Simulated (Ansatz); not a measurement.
**Ionic part of the dielectric constant of MgAl2C2 at 8 GPa, mode by mode**

Theory: DFT PBEsol, scalar-relativistic, plane waves, PAW in Ansatz 0.2.0. Plane waves to 420 eV; Γ-centred k mesh 12×12×6; fixed occupations. No spin polarisation. Phonons by linear response, acoustic sum rule imposed.

It takes space group P-3m1 (No. 164, trigonal). The conventional cell has a = 3.329 Å, b = 3.329 Å, c = 5.628 Å, α = 90.00°, β = 90.00°, γ = 120.00°. Mg (site symmetry -3m) is surrounded by 6 C at 2.43 Å and 6 Al at 2.75 Å. Al (site symmetry 3m) is surrounded by 4 C at 1.98 to 2.17 Å. Around C (site symmetry 3m) lie 4 Al at 1.98 to 2.17 Å.

Other phases may be more stable at this pressure.

The primitive cell has V = 54.00 Å³ and ε∞,zz = 8.649. Each polar mode adds Δε = (4.92064×10⁷/V)·S/ν² along z, with S its oscillator strength in e²/amu, ν in cm⁻¹ and V in Å³.

**Question.** From these modes, find each Δε and ε0,zz.
```csv
ν (cm⁻¹),S_zz (e²/amu)
334.2,1.961
500.5,0.5456
```

**Answer.**
```
ν (cm⁻¹)     Δε
   334.2  15.99
   500.5   1.98
```

The sum is 17.975, so ε0,zz = 26.62; the run's tensor has 26.62.

**Question.** Where do the longitudinal modes lie for a wave vector along z?

**Answer.** At 452, 650 cm⁻¹. The Lyddane–Sachs–Teller product Π(ν_LO/ν_TO)² = 3.08 matches ε0/ε∞ = 3.08.

Cost: 1 run of about 5.4 core-minutes, on Arm Neoverse V1 (shared hosts).